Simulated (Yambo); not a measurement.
```
YOF
1.0
    1.89785     1.09573     6.29663
   -1.89785     1.09573     6.29663
    0.00000    -2.19145     6.29663
O F Y
2 2 2
Cartesian
  0.00000   0.00000  11.73378
  0.00000   0.00000   7.15611
  0.00000   0.00000   2.46557
  0.00000   0.00000  16.42432
  0.00000   0.00000  14.00818
  0.00000   0.00000   4.88171
```

Response from Yambo on norm-conserving PBEsol (Quantum ESPRESSO, 84 Ry, no spin-orbit coupling) bands: 8×8×8 mesh, 69 bands, 3 Ry local-field block, 0.2 eV broadening.

Q: Give the static electronic dielectric constant without and with local fields along each axis.

A: 
| field along | ε(0), independent particles | ε(0), RPA with local fields | refractive index √ε |
|---|---|---|---|
| x | 3.68 | 3.51 | 1.87 |
| z | 3.55 | 3.21 | 1.79 |
Electronic (clamped-ion) response only. PBEsol gaps are usually too small, which raises these values. Convergence of the RPA response with its 8×8×8 mesh was not tested. x, y and z are Cartesian axes of the cell as given.

Geometry of the Materials Project entry, not relaxed at this level.
